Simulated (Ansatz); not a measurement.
# Tc: stiffness from a series of strains

```yaml
crystal:
  lattice:
    - [2.74000, 0.00000, 0.00000]
    - [-1.37000, 2.37291, 0.00000]
    - [0.00000, 0.00000, 4.39800]
  atoms:
    - { symbol: Tc, position: [0.33333, 0.66667, 0.25000] }
    - { symbol: Tc, position: [0.66667, 0.33333, 0.75000] }
```

Atom numbers follow the list: Tc1, Tc2.

Conventional cell: a = 2.740 Å, b = 2.740 Å, c = 4.398 Å, α = 90.00°, β = 90.00°, γ = 120.00°. Around Tc (atom 1) lie 12 Tc at 2.71 to 2.74 Å.

The geometry is COD entry 1541062, unchecked; take it as a test cell.

All numbers below come from DFT, LDA, all-electron LAPW, scalar-relativistic (Ansatz 0.2.0).

Numerical set-up: a Γ-centred 17×17×9 k mesh, Fermi–Dirac smearing of 0.08 eV, basis error target 1 meV/atom, no spin polarisation.

The strain is applied along the Cartesian axes of the cell as listed (the other components stay zero). Fractional coordinates are held (clamped ions).

σ is the change of stress from the unstrained cell, which is at -11.68 GPa; tension is positive, so slopes are stress–strain coefficients at that pressure. In a metal the k mesh adds noise.

Only quantities that a quadratic follows smoothly over the whole series are listed; rougher ones are left out.

```
    εzz  σzz (GPa)  σxx (GPa)
-0.0200     -11.17      -3.86
-0.0100      -5.35      -1.87
 0.0000       0.00       0.00
 0.0200       9.57       3.30
```

Task: Fit the series and read off the stiffness at zero strain.

Result: Least-squares fits y = p0 + p1 x + p2 x² to the rows give σzz (GPa): p1 = 518, p2 = -2000; σxx (GPa): p1 = 179, p2 = -690. So C33 = 518 GPa and C13 = 179 GPa, for these axes.

Task: One run, at εzz = 0.0100, is withheld. Predict its row.

Result: The fits give 4.99, 1.72; the run gave 4.94, 1.73.
